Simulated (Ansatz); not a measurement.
An added Cu started as a split pair with a Cs atom in cubic perovskite CsSnBr3, 41 atoms, charge 0

Theory: Ansatz, DFT, PBEsol, PAW, plane waves.

Command:

```sh
ansatz run in.yaml --threads 8 --pin off --max-ram 118750MiB --runs-dir r --events-out ev --progress --plain --backend cuda --devices 0,
```

The input less its lattice and atoms (starting moments on atoms near the defect: 1 μB in all):

```yaml
crystal:
  symmetry: { detect: false }
kpoints:
  mp_grid: { grid: [1, 1, 1], shift: [0.25, 0.25, 0.25] }
hamiltonian:
  xc: pbesol
magnetization:
  spin_polarized: true
scf:
  occupations: { method: fermi_dirac, width: 0.01 }
relax:
  f_tol: 0.03
  max_steps: 80
  escape_saddle: false
  adjacent_minimum: "off"
output:
  forces: true
  eigenvalues: true
  populations: true
```

Start:

```
Cs Sn Br Cu
1.0
    11.50000    0.00000    0.00000
     0.00000   11.50000    0.00000
     0.00000    0.00000   11.50000
Cs Sn Br Cu
8 8 24 1
Direct
  0.00077 0.00044 0.99824
  0.99978 0.99877 0.49937
  0.99980 0.49890 0.99931
  0.99929 0.49956 0.49746
  0.50089 0.00003 0.00074
  0.49958 0.99909 0.49957
  0.50204 0.49992 0.99814
  0.37312 0.37366 0.50180
  0.24870 0.24690 0.25087
  0.25102 0.25320 0.74955
  0.25145 0.75056 0.24951
  0.24814 0.74945 0.75019
  0.75306 0.25005 0.25049
  0.74654 0.25075 0.75023
  0.74955 0.74895 0.24702
  0.75121 0.75013 0.74787
  0.25227 0.24712 0.00078
  0.24791 0.25009 0.50075
  0.24866 0.74912 0.99937
  0.24787 0.75265 0.49887
  0.74902 0.24680 0.99797
  0.74844 0.25233 0.49823
  0.75260 0.74805 0.00245
  0.74890 0.75099 0.49982
  0.99680 0.24921 0.25044
  0.99798 0.25436 0.75274
  0.99904 0.74997 0.24717
  0.99973 0.75060 0.74882
  0.49918 0.24936 0.25082
  0.49759 0.25045 0.75090
  0.49976 0.75180 0.25031
  0.49848 0.75121 0.75150
  0.25066 0.99604 0.25149
  0.24934 0.00032 0.74779
  0.24995 0.50253 0.25088
  0.24697 0.50068 0.74980
  0.75158 0.00144 0.25049
  0.75006 0.99794 0.74972
  0.74902 0.49843 0.25308
  0.75335 0.49735 0.75071
  0.62784 0.62692 0.50216
```

Steps:

| step | energy less the first (eV) | largest force component (eV/Å) |
| --- | --- | --- |
| start | 0.000 | 20.266 |
| 1 | -6.970 | 7.346 |
| 2 | -9.353 | 3.153 |
| 3 | -10.186 | 1.494 |
| 4 | -10.583 | 0.493 |
| 5 | -10.733 | 0.212 |
| 6 | -10.833 | 0.173 |
| 7 | -10.925 | 0.139 |
| 8 | -11.029 | 0.184 |
| 9 | -11.113 | 0.305 |
| 10 | -11.238 | 0.172 |
| 11 | -11.354 | 0.111 |
| 12 | -11.447 | 0.164 |
| 13 | -11.537 | 0.243 |
| 14 | -11.649 | 0.250 |
| 15 | -11.757 | 0.202 |
| 16 | -11.819 | 0.170 |
| 17 | -11.862 | 0.130 |
| 18 | -11.893 | 0.239 |
| 19 | -11.918 | 0.226 |
| 20 | -11.933 | 0.145 |
| 21 | -11.946 | 0.082 |
| 22 | -11.957 | 0.029 |
| 23 | -11.957 | 0.029 |
| 24 | -11.960 | 0.026 |

A structure on the way, about -9.35 eV from the start:

```xyz
41
Lattice="11.5000 0.0000 0.0000 0.0000 11.5000 0.0000 0.0000 0.0000 11.5000" Properties=species:S:1:pos:R:3 pbc="T T T"
Cs    0.0038    0.0004   11.4800
Cs    0.0085   11.4954    5.7433
Cs   11.4925    5.7410   11.4912
Cs   11.4763    5.7453    5.7221
Cs    5.7628   11.4958    0.0082
Cs    5.7453   11.4737    5.7453
Cs    5.7751    5.7519   11.4806
Cs    4.5648    4.5681    5.7567
Sn    2.8538    2.8330    2.8531
Sn    2.8516    2.8781    8.6596
Sn    2.8942    8.6236    2.8758
Sn    2.8704    8.6274    8.6185
Sn    8.6448    2.8817    2.8850
Sn    8.5989    2.8907    8.6203
Sn    8.6122    8.6035    2.8340
Sn    8.6186    8.6137    8.6171
Br    2.8963    2.8408    0.0071
Br    2.6465    2.6748    5.7616
Br    2.8579    8.6142   11.4917
Br    2.8397    8.6536    5.7380
Br    8.6112    2.8384   11.4799
Br    8.6091    2.8870    5.7315
Br    8.6526    8.6031    0.0167
Br    8.6969    8.7220    5.7508
Br   11.4793    2.8667    2.8756
Br   11.4804    2.9214    8.6598
Br   11.4921    8.6249    2.8471
Br   11.4958    8.6331    8.6094
Br    5.7271    2.8505    2.8779
Br    5.7145    2.8667    8.6417
Br    5.7409    8.6571    2.8632
Br    5.7307    8.6484    8.6576
Br    2.8819   11.4783    2.8873
Br    2.8670    0.0071    8.6057
Br    2.8569    5.7535    2.8772
Br    2.8288    5.7457    8.6289
Br    8.6433    0.0089    2.8829
Br    8.6264   11.4797    8.6193
Br    8.6267    5.7335    2.8937
Br    8.6702    5.7187    8.6491
Cu    7.1655    7.1537    5.7760
```

End:

```xyz
41
Lattice="11.5000 0.0000 0.0000 0.0000 11.5000 0.0000 0.0000 0.0000 11.5000" Properties=species:S:1:pos:R:3 pbc="T T T"
Cs    0.0815   11.3387   11.3651
Cs    0.3089    0.1662    5.8141
Cs   11.3855    5.8563   11.4767
Cs    0.0041    5.3503    6.1882
Cs    5.7023   11.0092   11.1352
Cs    5.3847    0.0399    5.7332
Cs    5.5494    5.5525   11.3540
Cs    5.4217    5.6142    5.8334
Sn    2.8216    2.8227    2.8772
Sn    2.8621    2.6931    8.6975
Sn    2.7415    8.5555    2.8375
Sn    2.7782    8.4351    8.5597
Sn    8.5655    2.8339    2.8655
Sn    8.5983    2.5478    8.7100
Sn    8.4772    8.8336    2.6879
Sn    8.5622    8.2622    8.2461
Br    2.9151    2.5685    0.0331
Br    2.8282    2.8859    5.7879
Br    2.9820    8.5682   11.4360
Br    2.4565    8.3387    5.6977
Br    8.5874    3.5283    0.1876
Br    8.6802    2.5050    5.9222
Br    8.1885    8.0526    0.0206
Br    8.6425   10.3521    5.3101
Br   11.4494    2.7848    2.9414
Br   11.4866    2.6687    8.7664
Br   11.3737    8.6909    2.4494
Br   11.4079    8.3677    8.7601
Br    5.7049    3.0273    3.0534
Br    5.7194    2.6211    8.6793
Br    5.6202    8.6706    3.1481
Br    5.6596    8.4560    8.2906
Br    2.8126   11.4344    3.0092
Br    2.8159   11.3185    8.5206
Br    2.7587    5.6820    2.6794
Br    2.8386    5.5636    8.7365
Br    8.4605    0.2345    1.8903
Br    8.6640   11.2268    9.0074
Br    8.6268    6.2052    4.2192
Br    8.5394    5.4921    8.6237
Cu    8.6481    8.0505    5.6686
```

Self-consistency was reached.

Time: 51 s of wall time on one NVIDIA GB300 with 8 processor threads, on a host shared with other runs; peak host memory 2.3 GiB.

Q: How much energy did the relaxation gain, and which atom moved most?

A: 11.96 eV in 24 steps, from a start with small random displacements (neighbours that lie too close to an added atom are first pushed off) (the gain also holds any tilting of the ideal host); atom 24 (Br) moved 1.77 Å, the median atom 0.30 Å (drift of the whole cell removed).

The moment started at 1 μB and ended at 1.0 μB; no other spin state is shown. The one k point has no symmetry partners, which can distort the end along one axis.
